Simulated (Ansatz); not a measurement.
The start is a generated cell, HfN placed in the MnP structure type. The cell and all atomic positions are relaxed at zero pressure with r2SCAN (plane waves to 500 eV, PAW, scalar-relativistic; Ansatz, a first-principles code). The first steps use a coarse 4×7×4 k-mesh.

Starting cell:
```yaml
crystal:
  lattice:
    - [5.72996, 0.00000, 0.00000]
    - [0.00000, 3.47650, 0.00000]
    - [0.00000, 0.00000, 6.45320]
  atoms:
    - { symbol: Hf, position: [0.50560, 0.25000, 0.69520] }
    - { symbol: Hf, position: [0.00560, 0.25000, 0.80480] }
    - { symbol: Hf, position: [0.49440, 0.75000, 0.30480] }
    - { symbol: Hf, position: [0.99440, 0.75000, 0.19520] }
    - { symbol: N, position: [0.68790, 0.25000, 0.06960] }
    - { symbol: N, position: [0.18790, 0.25000, 0.43040] }
    - { symbol: N, position: [0.31210, 0.75000, 0.93040] }
    - { symbol: N, position: [0.81210, 0.75000, 0.56960] }
```

- Initial pressure: -34 GPa (negative: the cell is under tension)
- Largest initial force: about 3.0 eV/Å, on N5, N6, N7, N8 (atoms numbered as listed)
- Outcome: The space group goes from Pnma (No. 62) to P6₃/mmc (No. 194); the end is NiAs type, with 4 atoms in the primitive cell
- Volume change: -25.0 %, from 16.07 to 12.05 Å³/atom
- Shortest distances (start → end): The closest pairs of elements (up to four, under 3.6 Å), start → end: Hf–N 2.50 → 2.30 Å; Hf–Hf 2.95 → 2.80 Å; N–N 2.91 → 3.15 Å
- Optimiser moves: 12

Final structure:

Space group P6₃/mmc (No. 194); a = b = 3.1508 Å, c = 5.6084 Å, α = β = 90.00°, γ = 120.00°

```tsv
atom	site	symmetry	x	y	z
Hf	2a	-3m.	0.0000	0.0000	0.0000
N	2d	-6m2	0.6667	0.3333	0.2500
```

Final values are on a 17×17×9 k-mesh of the relaxed cell. No spin polarisation in the result.

The run could not lose the symmetry of its start; a randomly shaken copy of 8 atoms returns to this structure.

The first start was generated by placing the elements on the sites of a structure type. Materials Project lists a structure of HfN in the same space group, P6₃/mmc (No. 194); the sites were not compared with it, nor with measured phases. Known forms of HfN include space group No. 225.
